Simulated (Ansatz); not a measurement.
**Si$_{3}$Pb$_{2}$S$_{2}$: reading a single point**

```
CELL_PARAMETERS angstrom
2.85676 4.94805 0.00000
-2.85676 4.94805 0.00000
0.00000 -3.29870 4.84408
ATOMIC_POSITIONS crystal
Si 0.00000 0.00000 0.50000
Si 0.50000 0.00000 0.50000
Si 0.00000 0.50000 0.50000
S 0.28090 0.28090 0.84270
S 0.71910 0.71910 0.15730
Pb 0.50000 0.50000 0.50000
Pb 0.00000 0.00000 0.00000
```

The numbers come from plane-wave PAW DFT (Ansatz): PBEsol, no spin polarisation, 420 eV, 7×7×7 Γ-centred k points, fermi-dirac occupations (width 0.0411 eV). Nothing was relaxed.

(1) What happens at the Fermi level?

(2) Is the cell too large or too small?

(3) How is the charge shared?

(4) What is the formation energy?

Origin: a known structure type with other elements, at an estimated volume, so it need not be a known compound. Caveats: many states at the Fermi level without spin polarisation, so a magnetic state may lie lower; atoms or cell far from equilibrium.

Answers

(1) It is a metal, with about 3.4 states/eV a cell as the mean within 0.25 eV of the Fermi level, mostly Si p (32 %), S p (23 %) and Pb p (17 %).

(2) The pressure is 8.4 GPa (compression positive), so with the atoms held at these fractions the cell would first expand; the forces are large, so a full relaxation may end otherwise. The principal stresses 7.6, 7.6, 10.0 GPa differ, so its shape would change too.

(3) Bader charges in e: Si +0.49, Pb +0.38 to +0.50, S -1.17. In the mean Si gives up most and S takes most.

(4) 0.32 eV an atom against the elements' usual phases (free molecules for gases, crystals otherwise, with no correction for O₂ or N₂), so at this geometry it isn't bound against them. Relaxing would lower it.
